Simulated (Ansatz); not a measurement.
Lu$_{2}$C, DFT, PBEsol, norm-conserving pseudopotentials, Ansatz's default files, scalar-relativistic (Ansatz 0.2.0), on 1 thread of Intel(R) Xeon(R) Platinum 8488C (Sapphire Rapids) (shared host).

Command: `ansatz run input.yaml --threads 1 --pin off --max-ram 3072MiB --backend cpu --events-out ev --progress --plain --runs-dir out`

```yaml
crystal:
  lattice:
    - [1.7472529933, 1.008776986, 5.837680867]
    - [-1.7472529933, 1.008776986, 5.837680867]
    - [0.0, -2.017553972, 5.837680867]
  atoms:
    - { symbol: Lu, position: [0.1741527793, 0.2641527793, 0.2641527793] }
    - { symbol: Lu, position: [0.75917277, 0.75917277, 0.75917277] }
    - { symbol: C, position: [0.5666744507, 0.4766744507, 0.4766744507] }
kpoints:
  mp_grid: { grid: [10, 10, 10] }
scf:
  occupations: { method: fermi_dirac, width: 0.05 }
hamiltonian:
  xc: pbesol
  pseudopotentials: { kind: nc }
output:
  forces: true
  stress: true
  eigenvalues: true
  populations: true
```

(1) How large is the problem that the program sets up?

(2) About how long does it take, and how much memory?

Answers

(1) 282 irreducible k-points, 7067 plane waves at Γ, 33 bands.

(2) 2.9 min of wall time for 11 SCF iterations, with a peak of 1.8 GiB. Times on shared machines scatter by tens of per cent.
